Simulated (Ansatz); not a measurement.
Relaxation of a generated cell, Ge2Sb2Te5 placed in the Ge2Sb2Te5-Petrov structure type; 9 atoms in the cell, which starts as P-3m1 (No. 164), hP9; a = b = 4.2200 Å, c = 17.2400 Å, α = β = 90.00°, γ = 120.00°. These are PBE (plane waves to 420 eV, PAW, scalar-relativistic; Ansatz, a program for electronic structure) values and carry that method's errors. Γ-centred k-mesh 6×6×2 on the run's cell (coarser than for final values), Fermi–Dirac smearing 0.05 eV. This is the first round of the run. 

The optimiser's lines from the output (shortened; P is positive under compression):

```
relax step   1: F+E_penalty+E_count = -56459.29732175 eV  Δ(F+E_penalty+E_count) = +0.000e0 eV  max|allowed force component| = 1.724e0 eV/Å  Δτ_max = 0.0000 Å  P = +1.943 GPa  Ω = 265.884 Å³  (11 SCF iters, dr2 threshold 1.00e-7 eV, accepted)
relax step   2: F+E_penalty+E_count = -56460.12921320 eV  Δ(F+E_penalty+E_count) = -8.319e-1 eV  max|allowed force component| = 5.045e-1 eV/Å  Δτ_max = 0.1929 Å  P = +0.375 GPa  Ω = 276.188 Å³  (8 SCF iters, dr2 threshold 9.00e-7 eV, accepted)
relax step   3: F+E_penalty+E_count = -56460.22708127 eV  Δ(F+E_penalty+E_count) = -9.787e-2 eV  max|allowed force component| = 1.974e-1 eV/Å  Δτ_max = 0.1595 Å  P = +0.328 GPa  Ω = 277.568 Å³  (7 SCF iters, dr2 threshold 9.00e-7 eV, accepted)
relax step   4: F+E_penalty+E_count = -56460.24121493 eV  Δ(F+E_penalty+E_count) = -1.413e-2 eV  max|allowed force component| = 7.089e-2 eV/Å  Δτ_max = 0.0595 Å  P = -0.014 GPa  Ω = 282.292 Å³  (6 SCF iters, dr2 threshold 9.00e-7 eV, accepted)
relax step   5: F+E_penalty+E_count = -56460.24485474 eV  Δ(F+E_penalty+E_count) = -3.640e-3 eV  max|allowed force component| = 3.266e-2 eV/Å  Δτ_max = 0.0232 Å  P = -0.069 GPa  Ω = 282.392 Å³  (6 SCF iters, dr2 threshold 3.14e-7 eV, accepted)
relax step   6: F+E_penalty+E_count = -56460.24633328 eV  Δ(F+E_penalty+E_count) = -1.479e-3 eV  max|allowed force component| = 1.025e-2 eV/Å  Δτ_max = 0.0212 Å  P = -0.050 GPa  Ω = 283.406 Å³  (7 SCF iters, dr2 threshold 6.67e-8 eV, accepted)
relax step   7: F+E_penalty+E_count = -56460.24679505 eV  Δ(F+E_penalty+E_count) = -4.618e-4 eV  max|allowed force component| = 9.275e-3 eV/Å  Δτ_max = 0.0109 Å  P = +0.017 GPa  Ω = 283.444 Å³  (7 SCF iters, dr2 threshold 2.09e-8 eV, accepted)
relax step   8: F+E_penalty+E_count = -56460.24688717 eV  Δ(F+E_penalty+E_count) = -9.212e-5 eV  max|allowed force component| = 2.603e-3 eV/Å  Δτ_max = 0.0104 Å  P = +0.005 GPa  Ω = 283.829 Å³  (7 SCF iters, dr2 threshold 6.42e-9 eV, accepted)
relax step   9: F+E_penalty+E_count = -56460.24933060 eV  Δ(F+E_penalty+E_count) = -2.443e-3 eV  max|allowed force component| = 2.449e-3 eV/Å  Δτ_max = 0.0000 Å  P = +0.004 GPa  Ω = 283.829 Å³  stress off target by 3.86e-3 GPa  SCF on the basis re-selected at this cell (its energy is not comparable with the rows above)  (8 SCF iters)
```

From the first to the last row the energy changes by -0.11 eV/atom and the volume by +6.7 %. The last row is marked as not comparable with the walk above it, whose basis was carried along; it does compare with step 1, since both stand on a basis selected at the nominal cutoff for their own cell.

Later rounds, restarted from the end of this one on a renewed k-mesh, logged 5 more steps and released under 0.01 eV/atom more. The final structure after all rounds: P-3m1 (No. 164), hP9; a = b = 4.265 Å, c = 18.047 Å, α = β = 90.00°, γ = 120.00°. Between re-selections the logged energies stand on a plane-wave basis carried along with the cell. No spin polarisation in the result.

The run could not lose the symmetry of its start.

The first start was generated by placing the elements on the sites of a structure type. Materials Project lists a structure of Ge2Sb2Te5 in the same space group, P-3m1 (No. 164); the sites were not compared with it, nor with measured phases.
